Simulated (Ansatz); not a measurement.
MgB2:
```yaml
crystal:
  lattice:
    - [3.06507, 0.00000, 0.00000]
    - [-1.53253, 2.65443, 0.00000]
    - [0.00000, 0.00000, 3.52277]
  atoms:
    - { symbol: Mg, position: [0.00000, 0.00000, 0.00000] }
    - { symbol: B, position: [0.66667, 0.33333, 0.50000] }
    - { symbol: B, position: [0.33333, 0.66667, 0.50000] }
```

Relaxed with r²SCAN. Special points in fractions of this cell's reciprocal vectors: Γ (0.000, 0.000, 0.000); M (0.500, 0.000, 0.000); K (0.333, 0.333, 0.000); A (0.000, 0.000, 0.500); L (0.500, 0.000, 0.500); H (0.333, 0.333, 0.500).

Q: List the band energies nearest the Fermi level at these points for DFT-r²SCAN in the program Ansatz with PAW potentials.

A: In eV from the Fermi level; about four levels below and three above (degenerate sets whole), none deeper than 8.9 eV; … stands for higher levels left out; points with the same levels are listed once.

```json
[
 {"k": "Γ", "below": "-3.22", "above": "0.43 0.43 1.91"},
 {"k": "M", "below": "-8.33 -2.31", "above": "0.15 3.28 4.20"},
 {"k": "K", "below": "-7.83 -7.83 -6.14", "above": "1.87 1.87 …"},
 {"k": "A", "below": "-7.81", "above": "0.82 0.82 7.05 7.05"},
 {"k": "L", "below": "-7.42 -3.76 -2.03 -1.22", "above": "6.16 …"},
 {"k": "H", "below": "-6.93 -6.93 -5.49 -2.09 -2.09", "above": "4.24 …"}
]
```

Space group P6/mmm. The cell was relaxed with r²SCAN under the symmetry of its start.

Potentials: the later of the program's two PAW sets.
